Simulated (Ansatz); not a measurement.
Relaxing a structure of Co₂Si

The start is a relaxed Co2Si cell shaken by Gaussian noise of σ = 0.08 Å a coordinate. The structure is fully relaxed (lattice and positions, P = 0) with PBEsol (plane waves to 420 eV, PAW, scalar-relativistic; Ansatz, an electronic-structure program). The first steps use a coarse 6×6×4 k-mesh.

Initial structure:
```
Co2Si
1.0
    4.23974     0.00000     0.00000
   -2.11987     3.67172     0.00000
    0.00000     0.00000     6.09326
Si Co
3 6
Direct
  0.52544   0.98417   0.50852
  0.02881   0.55872   0.84605
  0.49579   0.47925   0.17143
  0.20359   0.36631   0.50455
  0.63125   0.78639   0.83487
  0.18259   0.84686   0.18372
  0.83068   0.65775   0.49466
  0.37445   0.20623   0.82373
  0.85954   0.22949   0.17259
```
Spin-polarised start, with parallel moments on Co.

Q: What pressure does the first self-consistent step give?

A: +7 GPa (positive: the cell is compressed).

Q: Which atoms feel the largest initial force, and how large is it?

A: About 3.5 eV/Å, on Co5 (atoms numbered as listed).

Q: How does the volume per atom move from start to end?

A: -1.2 %, from 10.54 to 10.41 Å³/atom.

Q: Is the parent structure recovered?

A: It does not go back: it reaches C2 (No. 5), 0.04 eV/atom below the parent.

Q: How do the shortest distances between atoms change?

A: The closest pairs of elements (up to four, under 3.6 Å), start → end: Co–Co 2.14 → 2.41 Å; Co–Si 2.23 → 2.38 Å; Si–Si 2.85 → 2.59 Å.

Q: Is the relaxed structure metallic? Give its gap.

A: Zero (metallic).

Q: What magnetic moments remain?

A: Net 0.55 μB/atom, ferromagnetic.

Q: What does it relax into? Give the structure.

A: 
```cif
data_Co12Si6
_chemical_formula_sum 'Si6 Co12'
_space_group_name_H-M_alt 'C2'
_space_group_IT_number 5
_space_group_name_Hall 'C 2y'
_cell_length_a 4.21174
_cell_length_b 7.32372
_cell_length_c 6.15909
_cell_angle_alpha 90.000
_cell_angle_beta 99.551
_cell_angle_gamma 90.000
loop_
_atom_site_label
_atom_site_type_symbol
_atom_site_symmetry_multiplicity
_atom_site_Wyckoff_symbol
_atom_site_fract_x
_atom_site_fract_y
_atom_site_fract_z
_atom_site_occupancy
Si1 Si 4 c 0.23158 0.22892 0.16825 1
Si2 Si 2 b 0.50000 0.03513 0.50000 1
Co1 Co 4 c 0.23273 0.89151 0.16408 1
Co2 Co 2 b 0.50000 0.70978 0.50000 1
Co3 Co 4 c 0.22527 0.56210 0.16787 1
Co4 Co 2 b 0.50000 0.37307 0.50000 1
```
(The calculation used a cell of 9 atoms; values per cell refer to that cell.)

Final values are on a 10×10×6 k-mesh of the relaxed cell. Spin state reached: ferromagnetic (net 0.55 μB/atom), from parallel starting moments; other spin orders were not run from this start.

The relaxed structure here is a generated cell of Co2Si: the first start was made by placing the elements on the sites of a structure type, and the end was not matched to a known phase here, so it may be hypothetical.
